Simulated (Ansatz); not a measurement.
**Piezoelectric tensor of Ga₄AsP₃**

Computed with Ansatz, DFT PBE, scalar-relativistic, plane waves, PAW. Cutoff 420 eV, 12×12×2 k-points (Γ-centred), fixed occupations. No spin polarisation.

Equilibrium structure at this level:
```
Ga P As
1.0
     3.92249    0.00000    0.00000
    -1.96125    3.39698    0.00000
     0.00000    0.00000   12.93154
Ga P As
4 3 1
Direct
  0.66667 0.33333 0.50584
  0.66667 0.33333 0.99821
  0.00000 0.00000 0.24431
  0.00000 0.00000 0.75176
  0.66667 0.33333 0.18361
  0.66667 0.33333 0.69067
  0.00000 0.00000 0.93708
  0.00000 0.00000 0.43653
```

The structure comes from a generated guess, relaxed at this level; another structure or a mixture of phases may lie lower.

(1) Give the relaxed-ion proper piezoelectric stress tensor e_iJ (C/m², Voigt columns xx yy zz yz xz xy).

(2) With the elastic constants (GPa, Voigt order)
C11 = 141.8, C12 = 44.1, C13 = 28.2, C14 = -0.1, C22 = 141.8, C23 = 28.2, C24 = 0.1, C33 = 164.5, C44 = 39.1, C55 = 39.1, C56 = -0.1, C66 = 48.8 GPa; the others vanish.
find the strain coefficients d = e·C⁻¹ (pC/N).

## Answers

(1)
```
x    0.000  0.000  0.000  0.000  0.067 -0.023
y   -0.023  0.023  0.000  0.067  0.000  0.000
z    0.076  0.076 -0.284  0.000  0.000  0.000
```
Signs follow the orientation of the cell as given.

(2)
```
x    0.00  0.00  0.00  0.00  1.72 -0.47
y   -0.24  0.24  0.00  1.72  0.00  0.00
z    0.71  0.71 -1.97  0.00  0.00  0.00
```
